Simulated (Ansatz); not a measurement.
Rh:
```cif
data_Rh2
_chemical_formula_sum 'Rh2'
_space_group_name_H-M_alt 'Im-3m'
_space_group_IT_number 229
_space_group_name_Hall '-I 4 2 3'
_cell_length_a 3.04421
_cell_length_b 3.04421
_cell_length_c 3.04421
_cell_angle_alpha 90.000
_cell_angle_beta 90.000
_cell_angle_gamma 90.000
loop_
_atom_site_label
_atom_site_type_symbol
_atom_site_symmetry_multiplicity
_atom_site_Wyckoff_symbol
_atom_site_fract_x
_atom_site_fract_y
_atom_site_fract_z
_atom_site_occupancy
Rh1 Rh 2 a 0.00000 0.00000 0.00000 1
```
(The calculation used a cell of 1 atom; values per cell refer to that cell.)

This is the r²SCAN-relaxed structure.

**Question.** All from the program Ansatz at the r²SCAN level (PAW), unless another level is named. Give the density of states at the Fermi level.

**Answer.** 2.5 states/eV per atom (mean over ±0.08 eV).

**Question.** What about the gap with spin–orbit coupling?

**Answer.** none (metallic).

The start of the workflow was typed in or built on a structure type; the Crystallography Open Database copy checked does not list it. It is not the phase usual at ambient conditions (space group No. 225). The cell was relaxed with r²SCAN under the symmetry of its start. At this level the phase is mechanically unstable. No spin polarisation was allowed. Spin–orbit coupling is left out wherever it is not named.

Potentials: the earlier of the program's two PAW sets.
